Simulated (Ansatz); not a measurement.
SiO2: do energies and stresses tell the same story?

All numbers below come from DFT LDA, scalar-relativistic, plane waves, PAW in Ansatz.

Plane waves to 420 eV, a k mesh through Γ of 6×6×4 on the computed 18-atom cell and Gaussian smearing (0.02 eV); no spin polarisation.

Relaxed cell: P6_522, a = 7.275 Å, b = 7.275 Å, c = 6.994 Å, α = 90.00°, β = 90.00°, γ = 120.00°, 18 atoms in the primitive cell. This form isn't the usual stable structure of the compound.

Energies at zero smearing and pressures from the stress tensor, at volumes with shape and atoms relaxed:
```tsv
V (Å³/atom)	E − E(first) (meV/atom)	P (GPa)
15.673	0.00	18.51
16.207	-53.72	13.74
16.741	-90.98	8.73
17.276	-112.25	4.13
17.810	-119.00	0.00
18.344	-112.77	-3.67
18.878	-95.07	-6.88
19.591	-56.07	-10.56
```

Check P = −dE/dV between neighbouring volumes, and get the bulk modulus from the pressures alone.

With 1 eV/Å³ = 160.2 GPa:
```
middle V (Å³/atom)  −ΔE/ΔV (GPa) mean P (GPa)
            15.940        16.110        16.127
            16.474        11.171        11.236
            17.008         6.379         6.429
            17.543         2.025         2.063
            18.077        -1.869        -1.834
            18.611        -5.308        -5.275
            19.235        -8.771        -8.722
```

The two differ by 0.06 GPa at most. The mean of two end pressures misses the average over a step by about ΔV² P″/12, up to 0.07 GPa here; with that taken off 0.06 GPa remains, from the finite cutoff, the mesh or the relaxation's tolerance. Around V = 17.810 Å³/atom, the two neighbours give B = −V ΔP/ΔV = 17.810 × 7.79 / 1.069 = 129.9 GPa, against B0 = 128.0 GPa from the Birch–Murnaghan fit of the energies.

Cost: 9 runs of about 61 core-minutes in all, on Intel Xeon Processor @ 2.50GHz (Skylake/Cascade Lake) (shared hosts).